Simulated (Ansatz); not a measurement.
Relaxed-ion elastic tensor of CaF2 (fluorite, Fm-3m) in GPa (Voigt order), PBEsol in the plane-wave PAW code Ansatz; density 3.26 g/cm³, 13.27 Å³ per atom.

|  | 1 | 2 | 3 | 4 | 5 | 6 |
|---|---|---|---|---|---|---|
| 1 | 166 | 46.5 | 46.5 | 0.0 | 0.0 | 0.0 |
| 2 | 46.5 | 166 | 46.5 | 0.0 | 0.0 | 0.0 |
| 3 | 46.5 | 46.5 | 166 | 0.0 | 0.0 | 0.0 |
| 4 | 0.0 | 0.0 | 0.0 | 32.8 | 0.0 | 0.0 |
| 5 | 0.0 | 0.0 | 0.0 | 0.0 | 32.8 | 0.0 |
| 6 | 0.0 | 0.0 | 0.0 | 0.0 | 0.0 | 32.8 |

### Question
Is the crystal mechanically stable?

### Answer
Yes: the smallest eigenvalue of C is 32.8 GPa.

### Question
Work out the Voigt, Reuss and Hill averages.

### Answer
K_V = 86.4, K_R = 86.4, K_H = 86.4; G_V = 43.6, G_R = 40.0, G_H = 41.8 GPa.

### Question
Give Young's modulus, Poisson's ratio, Pugh's ratio and the universal anisotropy index.

### Answer
E = 9KG/(3K + G) = 108 GPa; ν = 0.29; K/G = 2.07 (ductile by the Pugh limit of 1.75); A_U = 5G_V/G_R + K_V/K_R − 6 = 0.45.

### Question
Estimate the sound speeds and the Debye temperature.

### Answer
v_l = √((K + 4G/3)/ρ) = 6610 m/s, v_t = √(G/ρ) = 3580 m/s, mean 4000 m/s; Θ = (h/k)(3n/4πV)^(1/3) v_m = 503 K.

### Question
Give the Zener ratio and Young's modulus along [100], [110] and [111].

### Answer
A = 2C44/(C11 − C12) = 0.55; 1/E = S11 − 2(S11 − S12 − S44/2)Γ with Γ = 0, 1/4, 1/3 gives 146, 97.1, 87.4 GPa.

The cell was relaxed with PBEsol under the symmetry of its start; phonons on a q-mesh show no instability.

Potentials: the later of the program's two PAW sets.
